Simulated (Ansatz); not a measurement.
## What is wrong with this input? (W$_{3}$N$_{4}$)

Intended: W$_{3}$N$_{4}$, PBE, plane waves and PAW in Ansatz. The input:

```yaml
crystal:
  lattice:
    - [4.122, 0.0, 0.0]
    - [0.0, 4.122, 0.0]
    - [0.0, 0.0, 4.122]
  atoms:
    - { symbol: W, position: [0.5, 0.5, 0.0] }
    - { symbol: W, position: [0.0, 0.5, 0.5] }
    - { symbol: W, position: [0.5, 0.0, 0.5] }
    - { symbol: "N", position: [0.5, 0.5, 0.5] }
    - { symbol: "N", position: [0.5, 0.0, 0.0] }
    - { symbol: "N", position: [0.0, 0.5, 0.0] }
    - { symbol: "N", position: [0.0, 0.0, 0.5] }
basis:
  ecutwfc: 420
kpoints:
  mp_grid: { grid: [10, 10, 10] }
hamiltonian:
  xc: pbe
scf:
  occupations: { method: gaussian, width: 0.1 }
output:
  forces: true
  stress: true
  eigenvalues: true
magnetization:
  spin_orbit: true
```

Command:

```bash
ansatz run input.yaml --threads 2 --pin off --max-ram 5120MiB --backend cpu --events-out ev --progress --plain --runs-dir out
```

From the log:

```text
Error: inconsistent input (magnetization.spin_orbit, magnetization.noncollinear): true requires noncollinear: true — spin–orbit coupling acts on 2-spinor wavefunctions; set both flags
```

Problem. What is wrong, and how is it cured?

Solution. The fault is spin-orbit coupling without non-collinear spin. The coupling acts on two-component spinors. The cure is the spin-orbit key removed, as no coupling was intended (to keep it, non-collinear spin must be switched on).

Mended input, as a difference:

```diff
-magnetization:
-  spin_orbit: true
```

The mended run converges, with a pressure of 27.02 GPa, no gap.

The mended run took 10 s on 2 threads of Arm Neoverse N1 (shared host), peak memory 0.4 GiB.